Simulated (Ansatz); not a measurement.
Computed with Ansatz 0.2.0, DFT PBE, scalar-relativistic, plane waves, PAW. All cells share a 420 eV cutoff and Γ-centred k meshes spaced at most about 0.3 Å⁻¹ (about 0.25 or finer for metals, 2π included). No spin polarisation in the final relaxations.

All energies are static (0 K, no zero-point motion).

Two forms of Si2BiTe2 were relaxed alike.

A.

```xyz
5
Lattice="4.0763 0.0000 0.0000 -2.0382 3.5302 0.0000 0.0000 0.0000 10.1534" Properties=species:S:1:pos:R:3 pbc="T T T"
Si    2.0382    1.1767    5.4074
Si    0.0000    2.3535    4.7460
Bi    0.0000    0.0000    0.0000
Te    2.0382    1.1767    8.0342
Te    0.0000    2.3535    2.1192
```

B.

```xyz
5
Lattice="-3.0287 3.0287 4.1781 3.0287 -3.0287 4.1781 3.0287 3.0287 -4.1781" Properties=species:S:1:pos:R:3 pbc="T T T"
Si    0.0000    0.0000    1.1303
Si    0.0000    0.0000    7.2258
Bi    0.0000    0.0000    4.1781
Te    0.0000    3.0287    0.0000
Te    3.0287    0.0000    0.0000
```

Question: Which form is favoured at zero pressure, and by what margin per atom?

Answer: A is lower, by 0.36 eV/atom. A has space group P-3m1 (No. 164), 29.2 Å³/atom and no gap on its mesh; B has space group I4/mmm (No. 139), 30.7 Å³/atom and no gap. The shortest distance is 2.44 Å (Si–Si) in A and 2.26 Å (Si–Si) in B. A holds Si–Si nets (shortest 2.44 Å); B holds Si–Si pairs (shortest 2.26 Å). The denser one is the lower, and pressure would at first widen the difference. Even the lower one lies +0.11 eV/atom against the reference forms of the elements (uncorrected), so neither is stable at this level. In A, Si has 3 Si at 2.44 Å and 1 Te at 2.63 Å; Bi has 6 Te at 3.17 Å; Te has 1 Si at 2.63 Å and 3 Bi at 3.17 Å. In B, Si has 1 Si at 2.26 Å, 1 Bi at 3.05 Å and 4 Te at 3.23 Å; Bi is surrounded by 4 Te at 3.03 Å and 2 Si at 3.05 Å; Te is surrounded by 2 Bi at 3.03 Å and 4 Si at 3.23 Å. Both come from invented guesses.

These runs have no spin–orbit coupling, which can matter for Bi and Te. In P-3m1, I4/mmm an odd number of electrons in the primitive cell allows no gap without spin; a larger cell or a magnetic state could open one. A magnetic state wasn't ruled out in cells without spin, among them P-3m1, I4/mmm. Cells relaxed within their symmetry can be saddle points.
